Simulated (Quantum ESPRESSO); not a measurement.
# Planted mistakes on one cell of Zr3GaFO7

The results below are calculated, not measured. They come from pw.x of Quantum ESPRESSO 7.5, a plane-wave density functional program, with PseudoDojo standard norm-conserving files (v0.5 for PBE, v0.4.1 for LDA and PBEsol). The cells are made up: elements, strain and atom displacements were drawn at random, and nothing was relaxed. There is no spin polarisation, spin-orbit coupling or dispersion term.

The cell has 12 sites of a fluorite lattice. Sites 1 to 4 hold Zr Zr Ga Zr; sites 5 to 12 hold F O O O O O O O. Cell vectors in Å: (5.178, 0.000, 0.000); (0.000, 5.178, 0.000); (0.000, 0.000, 5.178). Settings: PBE, cutoff 1143 eV, 4 x 4 x 4 k mesh shifted by half a step, Fermi-Dirac smearing of 0.025 eV.

The intended run has a self-consistency threshold of 1e-07 eV, a smearing term of 0.000 eV, a pressure of -7.81 GPa and 16 iterations. Each further run changes one thing: all lengths scaled by 0.9914; atoms of sites 5 and 8 exchanged; k mesh 2 x 2 x 2; one electron removed; smearing 0.65 eV; threshold 0.2 eV. A coarse mesh keeps the shift, and a charged cell sits in a uniform background.

| run | change of free energy (eV) | smearing term -TS (eV) | change of P (GPa) | largest change of a force component (eV/Å) | iterations |
| --- | --- | --- | --- | --- | --- |
| A | -10.346 | -0.018 | -17.66 | 1.253 | 21 |
| B | -0.243 | 0.000 | -0.30 | 0.113 | 16 |
| C | -0.120 | 0.000 | 4.85 | 0.228 | 16 |
| D | -0.809 | -2.780 | 2.74 | 0.577 | 15 |
| E | 0.144 | 0.000 | -0.92 | 0.306 | 6 |
| F | 0.940 | 0.000 | 0.47 | 3.894 | 17 |

A rerun of the intended cell at 1467 eV and k mesh 6 x 6 x 6 moved values by no more than 0.002 eV in the cell's energy, 0.04 GPa in stress and 0.007 eV/Å in force.

Question: which change belongs to which run?

## Worked reading

Run E has the fewest iterations, as a run stopped early does. Run D has the largest smearing term, as wide smearing gives. Run C changes the volume by a factor of 0.9744; minus its pressure change over the logarithm of that factor, 187 GPa, is a rough bulk modulus with clamped atoms. Energies from files of another functional, or of a charged cell, have another zero and say nothing on stability; the pressure of a charged cell rests on the program's zero of potential too.

## Key

```
run                            change
  A              one electron removed
  B                  k mesh 2 x 2 x 2
  C      all lengths scaled by 0.9914
  D                  smearing 0.65 eV
  E                  threshold 0.2 eV
  F  atoms of sites 5 and 8 exchanged
```